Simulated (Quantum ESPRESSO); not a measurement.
```
SnSe2
1.0
    3.80638     0.00000     0.00000
   -1.90319     3.29642     0.00000
    0.00000     0.00000    16.20000
Se Sn
2 1
Direct
  0.33333   0.66667   0.09777
  0.66667   0.33333   0.90223
  0.00000   0.00000   0.00000
```

The layer was cut from Materials Project entry mp-665 and relaxed with PBEsol in a cell 16.2 Å high, with the Coulomb interaction truncated along z.

Task: What does PBEsol (pw.x of Quantum ESPRESSO, ONCV potentials, no spin-orbit coupling) give for the electronic structure near the Fermi level?

Result: The PBEsol gap is indirect, 0.75 eV, from 22 % of the way from Γ to M to M; the smallest direct gap is 1.10 eV. The valence-band maximum lies 6.00 eV below the vacuum level. Spin-orbit splittings are left out.
